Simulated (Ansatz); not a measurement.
A geometry of Au away from equilibrium: the start of the relaxation of a randomly generated symmetric cell of Au (space group No. 78). All values below come from r2SCAN (plane waves to 500 eV, PAW, scalar-relativistic; Ansatz, an electronic-structure program). Γ-centred k-mesh 7×7×10 on the run's cell (coarser than for final values), Fermi–Dirac smearing 0.05 eV.

```xyz
4
Lattice="4.5699 0.0000 0.0000 0.0000 4.5699 0.0000 0.0000 0.0000 3.2833" Properties=species:S:1:pos:R:3 pbc="T T T"
Au     3.7880     2.0389     0.5043
Au     0.7819     2.5310     2.1460
Au     2.5310     3.7880     2.9668
Au     2.0389     0.7819     1.3251
```

Problem. Predict the force on each atom, in eV/Å.

Solution. 
```tsv
atom	Fx	Fy	Fz
Au1	0.45	-3.60	0.00
Au2	-0.45	3.60	0.00
Au3	3.60	0.45	0.00
Au4	-3.60	-0.45	0.00
```

Problem. What is the pressure?

Solution. +89.2 GPa, compression positive.

Problem. How far above the relaxed end point is this geometry?

Solution. 1.99 to 2.00 eV/atom (the two k-meshes of the run give this range); the path ends in P4₃2₁2 (No. 96).

No spin polarisation in the result.

The run could not lose the symmetry of its start: the end is stationary, and may be a saddle point rather than a minimum.

The end of the path is a generated cell of Au: the first start was made by a random draw of sites in a space group, and the end was not matched to a known phase here, so it may be hypothetical. Known forms of Au include space group No. 225.
